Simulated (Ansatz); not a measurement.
A (100) slab of CoSi (P2_13 (No. 198)), 12 planes, outer planes CoSi (top) and CoSi (bottom), with 24 atoms (Co12Si12) in a surface cell of A = 19.628 Å², as cut from the bulk:

```yaml
crystal:
  lattice:
    - [4.43031, 0.00000, 0.00000]
    - [0.00000, 4.43031, 0.00000]
    - [0.00000, 0.00000, 27.00585]
  atoms:
    - { symbol: Co, position: [0.64503, 0.14503, 0.27772] }
    - { symbol: Si, position: [0.84318, 0.65682, 0.27965] }
    - { symbol: Si, position: [0.15682, 0.15682, 0.31022] }
    - { symbol: Co, position: [0.35497, 0.64503, 0.31216] }
    - { symbol: Co, position: [0.85497, 0.85497, 0.35974] }
    - { symbol: Si, position: [0.65682, 0.34318, 0.36168] }
    - { symbol: Si, position: [0.34318, 0.84318, 0.39225] }
    - { symbol: Co, position: [0.14503, 0.35497, 0.39418] }
    - { symbol: Co, position: [0.64503, 0.14503, 0.44177] }
    - { symbol: Si, position: [0.84318, 0.65682, 0.44370] }
    - { symbol: Si, position: [0.15682, 0.15682, 0.47427] }
    - { symbol: Co, position: [0.35497, 0.64503, 0.47621] }
    - { symbol: Co, position: [0.85497, 0.85497, 0.52379] }
    - { symbol: Si, position: [0.65682, 0.34318, 0.52573] }
    - { symbol: Si, position: [0.34318, 0.84318, 0.55630] }
    - { symbol: Co, position: [0.14503, 0.35497, 0.55823] }
    - { symbol: Co, position: [0.64503, 0.14503, 0.60582] }
    - { symbol: Si, position: [0.84318, 0.65682, 0.60775] }
    - { symbol: Si, position: [0.15682, 0.15682, 0.63832] }
    - { symbol: Co, position: [0.35497, 0.64503, 0.64026] }
    - { symbol: Co, position: [0.85497, 0.85497, 0.68784] }
    - { symbol: Si, position: [0.65682, 0.34318, 0.68978] }
    - { symbol: Si, position: [0.34318, 0.84318, 0.72035] }
    - { symbol: Co, position: [0.14503, 0.35497, 0.72228] }
```

All numbers below come from DFT PBE, scalar-relativistic, plane waves, PAW (Ansatz). Plane waves to 420 eV, a k mesh through Γ of 8×8×1 on the computed 24-atom cell and Gaussian smearing (0.10 eV); no spin polarisation. The cell repeats along c with a dipole correction in the vacuum.

Against the same 24 atoms in the bulk, the slab as cut lies 5.085 eV higher and the relaxed slab 4.691 eV higher.

Problem. Work out the surface energy before and after relaxation.

Solution. The slab has two faces, so γ = (E_slab − N·E_bulk)/(2A), the mean of both. As cut: 5.085/(2 × 19.628) = 0.1295 eV/Å², and 1 eV/Å² = 16.02 J/m², so γ = 2.08 J/m². Relaxed: 4.691/(2 × 19.628) = 0.1195 eV/Å² = 1.91 J/m². Relaxation recovers 8 % of the cost of cutting.

Problem. What is the ideal work of this cut, per area?

Solution. Griffith's ideal work is 2γ: 4.15 J/m² if the new faces stay rigid, 3.83 J/m² if they relax. Other cuts parallel to this plane can cost less. One thickness was run, 12 planes, so γ can still shift with it.

The slab was run without spin polarisation; whether its Co atoms carry moments at the surface wasn't tested.

Cost: 4 runs of about 65 core-minutes in all, on Arm Neoverse V2 (shared hosts).